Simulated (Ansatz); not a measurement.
This run works on a proposed trial structure, not on a known crystal.

Input and command of a plane-wave DFT calculation in Ansatz:

```yaml
crystal:
  lattice:
    - [3.6758425635, 0.0, 0.0]
    - [-1.8379212817, 3.1833730403, 0.0]
    - [0.0, 0.0, 9.7376222967]
  atoms:
    - { symbol: Mg, position: [0.0, 0.0, 0.0] }
    - { symbol: Ge, position: [0.3333333333, 0.6666666667, 0.7945846433] }
    - { symbol: Ge, position: [0.3333333333, 0.6666666667, 0.2054153567] }
    - { symbol: Ge, position: [0.6666666667, 0.3333333333, 0.3328476483] }
    - { symbol: Ge, position: [0.6666666667, 0.3333333333, 0.6671523517] }
    - { symbol: Ge, position: [0.0, 0.0, 0.5] }
    - { symbol: "N", position: [0.3333333333, 0.6666666667, 0.0] }
basis:
  ecutwfc: 420
kpoints:
  mp_grid: { grid: [12, 12, 4] }
hamiltonian:
  xc: pbe
scf:
  occupations: { method: gaussian, width: 0.1 }
output:
  forces: true
  stress: true
  eigenvalues: true
relax:
  adjacent_minimum: "off"
  f_tol: 0.01
  max_steps: 30
  cell: { stress_tol: 0.1, fix: [volume] }
```

```bash
ansatz run input.yaml --threads 1 --pin off --max-ram 2560MiB --backend cpu --events-out ev --progress --plain --runs-dir out
```

Processor: AMD EPYC (Zen 3), 1 thread, on a host shared with other jobs.

Task: Estimate time, memory and problem size.

Result: About 4 min, peak memory 0.54 GiB. It solves 51 bands at 57 k points (after reduction by symmetry) with about 2241 plane waves, in 35 SCF iterations over 5 ionic steps.
